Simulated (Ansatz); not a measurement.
Ta2O5: relaxation (Ansatz)

input.yaml:

```yaml
crystal:
  lattice:
    - [6.39265, 2.42685, 0.0]
    - [6.39265, -2.42685, 0.0]
    - [1.36195, 0.0, -5.35719]
  atoms:
    - { symbol: Ta, position: [0.3865, 0.8925, 0.7377] }
    - { symbol: Ta, position: [0.1075, 0.6135, 0.7623] }
    - { symbol: Ta, position: [0.6135, 0.1075, 0.2623] }
    - { symbol: Ta, position: [0.8925, 0.3865, 0.2377] }
    - { symbol: O, position: [0.102, 0.898, 0.75] }
    - { symbol: O, position: [0.898, 0.102, 0.25] }
    - { symbol: O, position: [0.44, 0.338, 0.01] }
    - { symbol: O, position: [0.662, 0.56, 0.49] }
    - { symbol: O, position: [0.56, 0.662, 0.99] }
    - { symbol: O, position: [0.338, 0.44, 0.51] }
    - { symbol: O, position: [0.73, 0.868, 0.645] }
    - { symbol: O, position: [0.132, 0.27, 0.855] }
    - { symbol: O, position: [0.27, 0.132, 0.355] }
    - { symbol: O, position: [0.868, 0.73, 0.145] }
  symmetry: { tolerance: 0.0003 }
kpoints:
  mp_grid: { grid: [4, 4, 4], shift: [0, 0, 0] }
magnetization:
  spin_polarized: false
scf:
  occupations: { method: fermi_dirac }
  lower_state_search: "off"
hamiltonian:
  pseudopotentials: { kind: paw }
  xc: r2scan
basis:
  ecutwfc: 500
  fft_grid_basis: typed
relax:
  max_steps: 80
  cell: { p_target: 0.0 }
  f_tol: 0.03
output:
  forces: true
  stress: true
  eigenvalues: true
  bader: true
  populations: true
  elf: true
  write_potential: true
  volumetric_format: npy
  dos:
    e_range: [-12, 8]
    de: 0.05
    projected: { site_lists: { O: [O], Ta: [Ta] } }
  write_density: true
checkpoint:
  read: saved_state
```

Run with:

```bash
ansatz run input.yaml --threads 2 --pin off --max-ram 3584MiB --backend cpu --events-out ev --progress --plain --runs-dir out
```

Origin of the cell: a database entry, scaled a little.

The smearing width isn't typed, so it takes its default of 0.1 eV.

The saved state is a converged single point of the same cell.

Steps («new basis» is an SCF on plane waves selected anew at the same cell):

| step | ΔF (meV/atom) | max force component (eV/Å) | P (GPa) | volume (Å³) | SCF iterations | step was |
| --- | --- | --- | --- | --- | --- | --- |
| 1 | 0.0 | 5.746 | 17.74 | 166.22 | 5 | accepted |
| 2 | -114.0 | 1.967 | -0.76 | 172.45 | 8 | accepted |
| 3 | -144.0 | 1.065 | -1.29 | 172.08 | 7 | accepted |
| 4 | -157.1 | 0.353 | -0.04 | 169.39 | 7 | accepted |
| 5 | -159.4 | 0.158 | 0.68 | 167.71 | 6 | accepted |
| 6 | -159.6 | 0.243 | -0.94 | 167.55 | 7 | accepted |
| 7 | -160.2 | 0.076 | 0.12 | 167.62 | 6 | accepted |
| 8 | -160.3 | 0.008 | 0.00 | 167.65 | 6 | accepted |
| 9 | -160.3 | 0.008 | -0.01 | 167.65 | 5 | new basis |

The starting structure.

Space group C2/c (No. 15); the run's cell has a = 6.838 Å, b = 6.838 Å, c = 5.528 Å, α = 76.68°, β = 76.68°, γ = 41.58°. Shortest distances: O–Ta 1.67 Å, O–O 2.63 Å, Ta–Ta 3.35 Å.

The relaxed structure.

Space group C2/c (No. 15); the run's cell has a = 6.856 Å, b = 6.856 Å, c = 5.535 Å, α = 77.09°, β = 77.09°, γ = 41.57°. Shortest distances: O–Ta 1.84 Å, O–O 2.64 Å, Ta–Ta 3.34 Å.

```xyz
14
Lattice="6.4100 2.4332 0.0254 6.4100 -2.4332 0.0254 1.3443 0.0000 -5.3693" Properties=species:S:1:pos:R:3 pbc="T T T"
Ta    9.1959   -1.2346   -3.9121
Ta    5.6406   -1.2346   -4.0910
Ta    4.9684    1.2346   -1.4064
Ta    8.5237    1.2346   -1.2274
O     7.4182   -1.9306   -4.0016
O     6.7461    1.9306   -1.3169
O     4.9626    0.2659    0.1539
O     8.5295    0.2659   -2.7877
O     9.2017   -0.2659   -5.4724
O     5.6348   -0.2659   -2.5307
O    11.0365   -0.3444   -3.3299
O     3.8000   -0.3444   -4.6732
O     3.1278    0.3444   -1.9885
O    10.3643    0.3444   -0.6453
```

```yaml
Free_energy_lowered_by: 160.3 meV/atom
Volume_change: 0.86 %
Final_pressure: -0.01 GPa
Relaxation_steps_listed: 9
```

Caveats: no spin-orbit coupling, though heavy elements are present; the database entry stands far from equilibrium and may be faulty; the relaxation held the start's symmetry, so the end may be a saddle point.

The run took 5.1 min on 2 threads of Arm Neoverse V1 (shared host), peak memory 1.2 GiB, from a saved density.
